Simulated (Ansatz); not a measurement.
Free-standing sheet of Bi$_{2}$Te$_{3}$, relaxed with PBE+D3(BJ):

```xyz
5
Lattice="4.3535 0.0000 0.0000 -2.1767 3.7702 0.0000 0.0000 0.0000 41.0187" Properties=species:S:1:pos:R:3 pbc="T T F"
Te    0.0000    0.0000   16.7245
Bi    0.0000    2.5135   18.4630
Te    2.1767    1.2567   20.5093
Bi    0.0000    0.0000   22.5557
Te    0.0000    2.5135   24.2941
```

All runs: Ansatz, plane waves and PAW. First level: PBE+D3(BJ), scalar-relativistic. Cutoff 420 eV; k points 9×9×1 on the computed 5-atom cell (Γ-centred); Gaussian smearing, width 0.02 eV; no spin polarisation. No periodic images along c.

| Item | Value |
| --- | --- |
| Band gap on the sampled k points | 1.05 eV |
| Least direct gap | 1.30 eV |
| Ionisation potential from the Kohn-Sham band edge | 5.37 eV |
| Electron affinity from the Kohn-Sham band edge | 4.32 eV |

Q: What does PBE+D3(BJ) with spin-orbit coupling give at the same atoms (9×9×1 mesh, 420 eV)?

A: Band gap on the sampled k points 0.24 eV; least direct gap 0.36 eV; ionisation potential from the Kohn-Sham band edge 5.21 eV; electron affinity from the Kohn-Sham band edge 4.97 eV.

Gaps are read on the k points sampled, so a band crossing between them can be missed.

Spin-orbit coupling narrows the gap by 0.81 eV: against the vacuum the valence top moves by +0.16 eV and the conduction bottom by -0.65 eV.
